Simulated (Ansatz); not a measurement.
A crystal relaxed with r2SCAN in Ansatz has space group Cmmm (No. 65) and a = 6.250 Å, b = 6.422 Å, c = 2.945 Å.

| atom | site | x | y | z |
| --- | --- | --- | --- | --- |
| Sn | 2c | 0.0000 | 0.5000 | 0.5000 |
| Si | 2a | 0.0000 | 0.0000 | 0.0000 |
| Xx | 4j | 0.0000 | 0.1776 | 0.5000 |
| Xx | 4g | 0.2195 | 0.5000 | 0.0000 |

The r2SCAN gap is direct at Γ: 3.02 eV. HSE06 gives a direct gap of 4.15 eV at Γ. The PBE gap is direct at Γ: 2.28 eV. Meshes: r2SCAN 6×6×8, HSE06 4×4×6, PBE 6×6×8. r2SCAN's ε∞ is 3.8, 3.6 and 3.9 along x, y and z.

**Question.** Which element is Xx?
A. O
B. Te
C. Se
D. S

**Answer.** A. Xx is O: SnSiO4 on the sites of the rutile structure (relaxed group Cmmm). Around Sn lie 6 O at 2.01–2.07 Å and 2 Sn at 2.94 Å; around Si lie 6 O at 1.75–1.86 Å; around O lie 2 Si at 1.86 Å and 1 Sn at 2.07 Å; around O lie 1 Si at 1.75 Å and 2 Sn at 2.01 Å.

No spin polarisation. The prototype was imposed, so other structures may be more stable.

No spin-orbit coupling is included; it can move band edges with weight on the heavy atoms by tenths of an eV.

The meshes of the hybrids are coarse, so their gaps aren't converged to the digits shown.

For a response run the program warns that the ground state's bands aren't all converged, so ε∞ carries an extra error.
